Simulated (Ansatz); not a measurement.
**Rb2LiNb2Te2O12: ⁹³Nb nuclear quadrupole resonance**

Cell: a Materials Project structure (computed, not necessarily an observed phase), atoms as given.

Space group Cm (No. 8); a = 12.9526, b = 7.5099, c = 7.5167 Å, β = 125.06°.

```csv
site,Wyckoff,site symmetry,x,y,z
Rb1,2a,m,0.6449,0.0000,0.4182
Rb2,2a,m,0.4247,0.0000,0.7776
Li,2a,m,0.2642,0.0000,0.2640
Nb,4b,1,0.7442,0.7531,0.9765
Te6,2a,m,0.9880,0.0000,0.4800
Te7,2a,m,0.9971,0.0000,0.9913
O8,2a,m,0.0653,0.0000,0.3037
O9,2a,m,0.6811,0.0000,0.9246
O10,4b,1,0.3749,0.6865,0.9263
O11,4b,1,0.3636,0.3057,0.3043
O14,2a,m,0.9262,0.0000,0.6797
O15,2a,m,0.3085,0.0000,0.0530
O16,4b,1,0.6252,0.3186,0.0680
O17,4b,1,0.6215,0.6896,0.6724
```

One atom of each set is listed; the run and its k-mesh use a cell of 19 atoms with edges of 7.49, 7.49, 7.52 Å.

Method: Kohn–Sham DFT in Ansatz, r2SCAN, plane waves and PAW, scalar-relativistic, 500 eV cutoff, Γ-centred 6×6×6 k-points, Fermi–Dirac smearing 0.05 eV.

⁹³Nb: I = 9/2, Q = -320.0 mb (year-2017 value). Static lattice, zero field.

Question: Predict the zero-field ⁹³Nb lines of each site.

Answer: For I = 9/2 and η = 0 the lines are |C_Q|/24 times 1, 2, 3 and 4; η shifts the lowest up most. At large η the states mix, and weaker lines appear at sums of the main ones; lines under 5 % of the strongest are left out.

| site | atoms | V_zz (10²¹ V/m²) | C_Q (MHz) | η | line frequencies (MHz) |
| --- | --- | --- | --- | --- | --- |
| Nb | 2 | 6.28 | -48.6 | 0.53 | 3.80, 4.71, 5.73, 7.91, 8.51 |

At this cell the r2SCAN pressure is -6 GPa, so with r2SCAN the cell would shrink if it were relaxed. The entry's cell may itself be off. The largest force is 0.5 eV/Å, so the atoms aren't at the calculated equilibrium and relaxing them would move these values. With no gap above 0.1 eV, as in a metal, the gradients converge slowly in k; expect changes of a tenth or more on a denser mesh. Without spin–orbit coupling (the program notes it for Nb) the gradients can shift somewhat, as the gap is small. Semilocal functionals can leave a metal where correlation in the d or f shell opens a gap in the real compound, and that would change the values at and beside Nb.

Hardware: 2 threads of Intel Xeon Processor @ 2.50GHz (Skylake/Cascade Lake) (x86_64; 62 cores open to the job, memory cap 5.0 GiB, no GPU), a shared host with a load of 0.9 a core. Wall time 7.5 min, CPU time 15 min, peak memory 2.5 GiB.
